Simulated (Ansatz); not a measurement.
InSb:
```yaml
crystal:
  lattice:
    - [4.63753, 0.00000, 0.00000]
    - [-2.31877, 4.01622, 0.00000]
    - [0.00000, 0.00000, 10.18173]
  atoms:
    - { symbol: In, position: [0.50023, 0.00000, 0.66667] }
    - { symbol: In, position: [0.00000, 0.50023, 0.33333] }
    - { symbol: In, position: [0.49977, 0.49977, 0.00000] }
    - { symbol: Sb, position: [0.50013, 0.00000, 0.16667] }
    - { symbol: Sb, position: [0.00000, 0.50013, 0.83333] }
    - { symbol: Sb, position: [0.49987, 0.49987, 0.50000] }
```

Relaxed with r²SCAN. Special points in fractions of this cell's reciprocal vectors: Γ (0.000, 0.000, 0.000); M (0.500, 0.000, 0.000); K (0.333, 0.333, 0.000); A (0.000, 0.000, 0.500); L (0.500, 0.000, 0.500); H (0.333, 0.333, 0.500).

**Question.** List the band energies nearest the Fermi level at these points for DFT-r²SCAN in the program Ansatz with PAW potentials.

**Answer.** In eV from the Fermi level; about four levels below and three above (degenerate sets whole), none deeper than 8.9 eV; points with the same levels are listed once.

```
k                    below                above
-  -----------------------  -------------------
Γ  -0.77 -0.67 -0.67 -0.51       0.08 1.53 1.53
M  -2.16 -1.67 -1.49 -1.40       0.42 0.73 1.60
K  -2.02 -1.48 -1.48 -0.10  2.02 2.02 4.13 4.13
A  -0.64 -0.61 -0.61 -0.26       1.27 1.27 1.61
L  -2.15 -2.01 -1.75 -1.55       0.90 1.38 2.35
H  -3.19 -3.19 -1.78 -1.16       1.95 1.95 2.15
```

Space group P6_222. The start of the workflow was typed in or built on a structure type; neither database checked (COD, Materials Project) lists it. It is not the phase usual at ambient conditions (space group No. 216). Symmetry was held in the r²SCAN relaxation; whether a distortion lowers the energy is not shown. Point labels and valley counts follow the cell and symmetry of the run, lower than the named group. The Fermi level of a semimetal is unsure by some 0.05 eV on such meshes. Scalar-relativistic: spin–orbit coupling is off unless named, which matters more the heavier the elements.

Potentials: the earlier of the program's two PAW sets.
